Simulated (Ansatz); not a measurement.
Here is the system:

LiF:
```cif
data_FLi
_chemical_formula_sum 'Li1 F1'
_space_group_name_H-M_alt 'P 1'
_space_group_IT_number 1
_cell_length_a 2.76402
_cell_length_b 2.76402
_cell_length_c 2.76402
_cell_angle_alpha 60.000
_cell_angle_beta 60.000
_cell_angle_gamma 60.000
loop_
_space_group_symop_operation_xyz
  'x, y, z'
loop_
_atom_site_label
_atom_site_type_symbol
_atom_site_fract_x
_atom_site_fract_y
_atom_site_fract_z
_atom_site_occupancy
Li1 Li 0.00000 0.00000 0.00000 1
F1 F 0.50000 0.50000 0.50000 1
```

This is the LDA-relaxed structure.

**Question.** All from LDA in the plane-wave PAW code Ansatz, unless another level is named. Predict the zero-point energy.

**Answer.** 64.6 meV/atom.

**Question.** Next, the Debye temperature from the elastic constants?

**Answer.** 782 K.

Space group Fm-3m (rock salt). Symmetry was held in the LDA relaxation; phonons on a q-mesh show no instability.

Potentials: the later of the program's two PAW sets.
